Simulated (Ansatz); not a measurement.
An Ansatz (a quantum-chemistry and plane-wave program) run. Input:

Ansatz 0.2 input:
```yaml
crystal:
  lattice:
    - [4.6644747528, 0.0, 0.0]
    - [0.0, 5.7152081483, 0.0]
    - [-0.0503017176, 0.0, 4.9079704028]
  atoms:
    - { symbol: Zn, position: [0.5, 0.6778925039, 0.75] }
    - { symbol: Zn, position: [0.5, 0.3221074961, 0.25] }
    - { symbol: W, position: [0.0, 0.1813450255, 0.75] }
    - { symbol: W, position: [0.0, 0.8186549745, 0.25] }
    - { symbol: O, position: [0.7829969225, 0.1057230052, 0.0651422376] }
    - { symbol: O, position: [0.2170030775, 0.8942769948, 0.9348577624] }
    - { symbol: O, position: [0.2170030775, 0.1057230052, 0.4348577624] }
    - { symbol: O, position: [0.7829969225, 0.8942769948, 0.5651422376] }
    - { symbol: O, position: [0.7425899753, 0.3761056597, 0.5970141559] }
    - { symbol: O, position: [0.2574100247, 0.6238943403, 0.4029858441] }
    - { symbol: O, position: [0.2574100247, 0.3761056597, 0.9029858441] }
    - { symbol: O, position: [0.7425899753, 0.6238943403, 0.0970141559] }
kpoints:
  mp_grid: { grid: [6, 5, 6] }
hamiltonian:
  xc: pbesol
  pseudopotentials: { kind: paw }
scf:
  occupations: { method: fixed }
dielectric: {}
```

Output (shortened):

```
Pseudopotential: Zn, paw, valence charge 12
Pseudopotential: W, paw, valence charge 14
Pseudopotential: O, paw, valence charge 6
Functional definition: PBEsol
Crystal: 12 atoms, lattice volume = 130.839 Å³
Basis set: ecut = 420 eV, 2567 PW (Γ), exchange–correlation on 64×80×72 points (8 copies of the dense FFT grid, shifted against one another)
Bands: 62, of which v1, the nominal top of the filled ones, is band 50 counted from 1 (49 counted from 0)
Symmetry: 4 space group operations
k-points: 92 of 180 (irreducible under 1 space group operation, time reversal used)
SCF iter   1: F=—  HF=-31565.174954 eV  |F-HF|=—  |Δ(HF+E_count)|=         —  Δρ=1.89e-2  dr2=4.03e-1  ethr=1.77e-3  ⟨swp⟩=5.0  Hψ=20431  notcnv=0  defer=900
preconditioner: auto → Resta (q_TF=auto, 2.609 Å⁻¹)
SCF iter   2: F=—  HF=-31565.091881 eV  |F-HF|=—  |Δ(HF+E_count)|=   8.31e-2  Δρ=4.83e-3  dr2=3.82e-2  ethr=4.03e-4  ⟨swp⟩=2.8  Hψ=10527  notcnv=0  defer=883
SCF iter   3: F=—  HF=-31565.086062 eV  |F-HF|=—  |Δ(HF+E_count)|=   5.82e-3  Δρ=1.76e-3  dr2=3.52e-3  ethr=3.82e-5  ⟨swp⟩=2.0  Hψ=8452  notcnv=0  defer=917
SCF iter   4: F=—  HF=-31565.086003 eV  |F-HF|=—  |Δ(HF+E_count)|=   5.91e-5  Δρ=8.23e-4  dr2=8.16e-4  ethr=3.52e-6  ⟨swp⟩=2.0  Hψ=9574  notcnv=0  defer=920
SCF iter   5: F=—  HF=-31565.085878 eV  |F-HF|=—  |Δ(HF+E_count)|=   1.25e-4  Δρ=2.48e-4  dr2=5.77e-5  ethr=8.16e-7  ⟨swp⟩=2.0  Hψ=8250  notcnv=0  defer=802
SCF iter   6: F=—  HF=-31565.085906 eV  |F-HF|=—  |Δ(HF+E_count)|=   2.83e-5  Δρ=1.09e-4  dr2=1.04e-5  ethr=5.77e-8  ⟨swp⟩=2.0  Hψ=8261  notcnv=0  defer=540
SCF iter   7: F=—  HF=-31565.085904 eV  |F-HF|=—  |Δ(HF+E_count)|=   1.43e-6  Δρ=3.74e-5  dr2=2.37e-6  ethr=1.04e-8  ⟨swp⟩=2.0  Hψ=8254  notcnv=0  defer=540
SCF iter   8: F=—  HF=-31565.085905 eV  |F-HF|=—  |Δ(HF+E_count)|=   9.77e-7  Δρ=2.01e-5  dr2=7.94e-7  ethr=2.37e-9  ⟨swp⟩=2.0  Hψ=9548  notcnv=0  defer=540
SCF iter  11: F=-31565.085905 eV  HF=-31565.085905 eV  |F-HF|=4.37e-11  |Δ(HF+E_count)|=   1.25e-9  Δρ=2.84e-7  dr2=9.19e-11  ethr=1.00e-12  ⟨swp⟩=9.6  Hψ=26083  notcnv=0
SCF 1 converged in 11 iterations: F = -31565.085905 eV  dr2 = 9.19e-11
NSCF: frozen V_eff on 6 k-points
DFPT response loops at Γ: preconditioner auto → Resta (q_TF=auto, 2.609 Å⁻¹)  ε∞=4.5 (no band partly filled) …
── the response to a field inside a basis, on 6×6×6 k-points: an SCF that follows is theirs, and a resumed run solves both again ──
Crystal: 12 atoms, lattice volume = 130.839 Å³
Bands: 51, of which v1, the nominal top of the filled ones, is band 50 counted from 1 (49 counted from 0)
k-points: 54 of 216
SCF iter   1: F=—  HF=-31564.877733 eV  |F-HF|=—  |Δ(HF+E_count)|=         —  Δρ=6.65e-4  dr2=1.49e-4  ethr=1.00e-1
preconditioner: auto → Resta (q_TF=auto, 2.609 Å⁻¹)
SCF iter   2: F=—  HF=-31564.877687 eV  |F-HF|=—  |Δ(HF+E_count)|=   4.62e-5  Δρ=4.30e-4  dr2=1.21e-4  ethr=1.49e-7
SCF iter   3: F=—  HF=-31564.877699 eV  |F-HF|=—  |Δ(HF+E_count)|=   1.25e-5  Δρ=2.10e-4  dr2=2.71e-5  ethr=1.21e-7
SCF iter   4: F=—  HF=-31564.877704 eV  |F-HF|=—  |Δ(HF+E_count)|=   4.65e-6  Δρ=3.67e-5  dr2=1.66e-6  ethr=2.71e-8
SCF iter   5: F=—  HF=-31564.877704 eV  |F-HF|=—  |Δ(HF+E_count)|=   2.80e-7  Δρ=2.98e-5  dr2=1.10e-6  ethr=1.66e-9
SCF iter   6: F=-31564.877704 eV  HF=-31564.877704 eV  |F-HF|=7.63e-9  |Δ(HF+E_count)|=   1.45e-7  Δρ=5.96e-6  dr2=4.66e-8  ethr=1.10e-9
SCF 1 converged in 6 iterations: F = -31564.877704 eV  dr2 = 4.66e-8
DFPT response loops at Γ: mixed as the last ones told, above
SCF converged after 11 iterations
Free energy (F): -31565.085905 eV
Harris-Foulkes:  -31565.085905 eV  (|F-HF|=4.37e-11)
Internal energy: -31565.085905 eV  (E = F + TS)
E sigma→0 (E₀):  -31565.085905 eV
Fermi energy:    8.765094 eV
--- Per-component energies (eV) ---
  E_band       = -371.620480
  E_kinetic    = 2552.320763
  E_local      = -7814.176335  (includes V_loc(G=0)·N_el)
  E_nonlocal   = 1633.039437
  E_hartree    = 2963.833061
  E_xc         = -1376.615289
  E_vxc        = -1319.816308  (∫ρ·V_xc dr)
  E_paw        = -21683.428779  (= ΣΔE_a)
  E_vpaw       = -1350.672630  (= ΣTr[D̂ρ^β])
  E_aug_tail   = 0.018697  (compensation charges beyond the density's cutoff)
  E_ewald      = -7842.398058
  E_core_change = 2.320597  (= ΣΔE_core)
  E_smearing   =  0.000000  (= −TS)
  E_closure    =  0.000000  (closes the sum)
  Σ components = -31565.085905   (vs F -31565.085905, Δ=0.00e0)
  [band-id]    e_kinetic+e_local+e_nonlocal+2·e_hartree+e_vxc+e_vpaw+e_augmentation_tail = -371.620253   (vs E_band -371.620480, Δ=2.27e-4)
--- Band table (eV; the first three rows and the last of 92) ---
  k-point 0: bands = ["-65.3545", "-65.3460", "-29.7825", "-29.7454", "-29.7163", "-29.6479", "-29.6435", "-29.5973", "-9.6419", "-8.2983", "-8.1539", "-7.9793", "-7.9530", "-7.8903", "-7.5836", "-7.4229", "2.3448", "2.5952", "2.9301", "3.1003", "3.3927", …
  k-point 1: bands = ["-65.3539", "-65.3466", "-29.7823", "-29.7507", "-29.7126", "-29.6623", "-29.6286", "-29.5970", "-9.5402", "-8.3208", "-8.2046", "-8.0760", "-7.8996", "-7.8463", "-7.6174", "-7.4405", "2.4263", "2.6634", "2.9550", "3.1819", "3.1843", …
  k-point 2: bands = ["-65.3523", "-65.3481", "-29.7801", "-29.7623", "-29.7036", "-29.6775", "-29.6134", "-29.5978", "-9.2546", "-8.4312", "-8.3070", "-8.2785", "-7.8195", "-7.7706", "-7.6345", "-7.4915", "2.5162", "2.5436", "3.0063", "3.2027", "3.4390", …
  k-point 91: bands = ["-65.3538", "-65.3466", "-29.7821", "-29.7491", "-29.7135", "-29.6649", "-29.6301", "-29.5971", "-9.0274", "-8.6254", "-8.3161", "-8.0924", "-8.0347", "-7.8139", "-7.5948", "-7.5274", "2.2643", "3.0277", "3.2149", "3.2219", "3.3626", …
--- Dielectric response (ions clamped): 3 representative field directions + reference, inside a basis on a mesh of 216 k-points (Σ response iterations 21) ---
  ε∞ (high-frequency dielectric tensor):
        5.277956     0.000000     0.109884
        0.000000     5.129900     0.000000
        0.109884     0.000000     5.891300
  Born effective charges Z* (e; rows j = field, columns β = displacement):
    site 0:
         3.39759    0.00000    0.04997
         0.00000    2.66267    0.00000
         0.01180    0.00000    2.63961
    site 1:
         3.39759    0.00000    0.04997
         0.00000    2.66267    0.00000
         0.01180    0.00000    2.63961
    site 2:
         5.12897    0.00000    0.15820
         0.00000    5.85715    0.00000
         0.24423    0.00000    7.59381
    site 3:
         5.12897    0.00000    0.15820
         0.00000    5.85715    0.00000
         0.24423    0.00000    7.59381
    site 4:
        -1.88052    0.37119    0.72611
         0.30267   -1.95562    0.74969
         0.85685    1.00507   -3.28117
    site 5:
        -1.88052    0.37119    0.72611
         0.30267   -1.95562    0.74969
         0.85685    1.00507   -3.28117
    site 6:
        -1.88052   -0.37119    0.72611
        -0.30267   -1.95562   -0.74969
         0.85685   -1.00507   -3.28117
    site 7:
        -1.88052   -0.37119    0.72611
        -0.30267   -1.95562   -0.74969
         0.85685   -1.00507   -3.28117
    site 8:
        -2.38276    1.19033   -0.83020
         1.35628   -2.30429    0.71803
        -0.98486    0.55098   -1.83554
    site 9:
        -2.38276    1.19033   -0.83020
         1.35628   -2.30429    0.71803
        -0.98486    0.55098   -1.83554
    site 10:
        -2.38276   -1.19033   -0.83020
        -1.35628   -2.30429   -0.71803
        -0.98486   -0.55098   -1.83554
    site 11:
        -2.38276   -1.19033   -0.83020
        -1.35628   -2.30429   -0.71803
        -0.98486   -0.55098   -1.83554
  Z* charge neutrality: 1.103e-2 e pre-enforcement
  solved inside a basis spanned on kpoints, on 6×6×6 k-points, its susceptibility summed on 8×8×8: ε∞ is read to err by 3.0e-2, Z* by 3.0e-2 e (field_mesh …
```

Cost: around 14 core-minutes (rough) on shared cores.

Space group P2/c. The workflow started from a Materials Project entry (that database holds measured and hypothetical structures alike); the Crystallography Open Database files this formula in space group No. 13, but the cells were not matched. Its standing as an ambient phase is unchecked. The cell was relaxed with PBEsol under the symmetry of its start; its stability against distortions is not shown here. The run is not spin-polarised. No Hubbard U is applied. Spin–orbit coupling is left out wherever it is not named.

Potentials: the later of the program's two PAW sets.

Ansatz is a plane-wave DFT program.
